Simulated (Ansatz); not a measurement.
PtOSe (Janus 1T monolayer), relaxed with r2SCAN in Ansatz 0.2.0. In-plane lattice: a = 3.438 Å, b = 3.438 Å, γ = 120.0°; thickness between the outer nuclei 2.25 Å. Around Pt lie 3 O at 2.20 Å and 3 Se at 2.38 Å; around O lie 3 Pt at 2.20 Å; around Se lie 3 Pt at 2.38 Å.

The axes x, y and z are those of this cell:
```
Pt O Se
1.0
     3.43791    0.00000    0.00000
    -1.71895    2.97732    0.00000
     0.00000    0.00000   29.29638
Pt O Se
1 1 1
Direct
  0.00000 0.00000 0.31146
  0.33333 0.66667 0.34347
  0.66667 0.33333 0.26669
```
Two periodic directions, a and b.

Unstrained: The PBE gap is indirect, 0.809 eV (k = (-0.135, 0.266, 0) to K), below the direct gap of 1.202 eV at K. The r2SCAN gap is indirect, 1.010 eV (k = (-0.135, 0.266, 0) to K), below the direct gap of 1.444 eV at K. With HSE06 the valence top lies at k = (-0.135, 0.266, 0) and the conduction bottom at K, 1.855 eV higher; the smallest vertical gap, at K, is 2.440 eV. Meshes: PBE 12×12×1, r2SCAN 12×12×1, HSE06 6×6×1. Strains are changes of length per length, and xy shears are angles. After each strain the atoms were relaxed again with r2SCAN within the symmetry that the strain leaves, so tilts or polar shifts that break it weren't tested; points keep the names that they have in the unstrained zone. All values are calculated for a non-magnetic cell, which may be hypothetical.

(1) Apply in-plane biaxial -5.0 %. How far does the gap move, against the unstrained cell?

(2) Estimate what uniaxial -1.0 % along x, other directions held does to the gap.

(3) Estimate what uniaxial -5.0 % along y, other directions held does to the gap.

(4) Estimate what xy shear, engineering strain (angle) -3.0 % does to the gap.

(5) Order the strained cells by their HSE06 gap, smallest first.
A. in-plane biaxial -5.0 %
B. xy shear, engineering strain (angle) -3.0 %
C. uniaxial -1.0 % along x, other directions held
D. uniaxial -5.0 % along y, other directions held

Results:

(1) PBE: the gap goes from 0.809 to 0.632 eV (-0.177 eV); the edges go from (-0.135, 0.266, 0) → K to Γ–K (0.41) → K. r2SCAN: the gap goes from 1.010 to 0.832 eV (-0.178 eV); the edges go from (-0.135, 0.266, 0) → K to Γ–K (0.41) → K. HSE06: the gap goes from 1.855 to 1.642 eV (-0.213 eV); the edges go from (-0.135, 0.266, 0) → K to Γ–K (0.41) → K. The r2SCAN energy rises by 57.9 meV an atom.

(2) PBE: the gap goes from 0.809 to 0.776 eV (-0.033 eV); the edges go from (-0.135, 0.266, 0) → K to Γ–K (0.39) → K. r2SCAN: the gap goes from 1.010 to 0.978 eV (-0.032 eV); the edges go from (-0.135, 0.266, 0) → K to Γ–K (0.39) → K. HSE06: the gap goes from 1.855 to 1.823 eV (-0.032 eV); the edges go from (-0.135, 0.266, 0) → K to Γ–K (0.39) → K. The r2SCAN energy rises by 0.9 meV an atom.

(3) PBE: the gap goes from 0.809 to 0.680 eV (-0.129 eV); the edges go from (-0.135, 0.266, 0) → K to (-0.115, 1/4, 0) → K. r2SCAN: the gap goes from 1.010 to 0.881 eV (-0.129 eV); the edges go from (-0.135, 0.266, 0) → K to (-0.115, 1/4, 0) → K. HSE06: the gap goes from 1.855 to 1.708 eV (-0.147 eV); the edges go from (-0.135, 0.266, 0) → K to (-0.115, 1/4, 0) → K. The r2SCAN energy rises by 22.7 meV an atom.

(4) PBE: the gap goes from 0.809 to 0.775 eV (-0.034 eV); the edges go from (-0.135, 0.266, 0) → K to (0.141, 0.120, 0) → (1/3, 0.336, 0). r2SCAN: the gap goes from 1.010 to 0.975 eV (-0.035 eV); the edges go from (-0.135, 0.266, 0) → K to (0.141, 0.120, 0) → (1/3, 0.336, 0). HSE06: the gap goes from 1.855 to 1.814 eV (-0.041 eV); the edges go from (-0.135, 0.266, 0) → K to (0.141, 0.120, 0) → (1/3, 0.336, 0). The r2SCAN energy rises by 2.9 meV an atom.

(5) A (1.64 eV), D (1.71 eV), B (1.81 eV), C (1.82 eV).

No spin-orbit coupling is included; it can move band edges with weight on the heavy atoms by tenths of an eV.

Where an edge lies off the special points, it is a point of the mesh or the k point where a search put PBE's edge or least direct gap, reused for the other functionals, whose own edges may lie a little apart.

Coordinates of k points refer to the reciprocal vectors of the primitive cell of the runs.

The meshes of the hybrids are coarse, so their gaps aren't converged to the digits shown.

For some runs the program warns that the potential is rough where the density is thin, which bears on empty states near the vacuum.
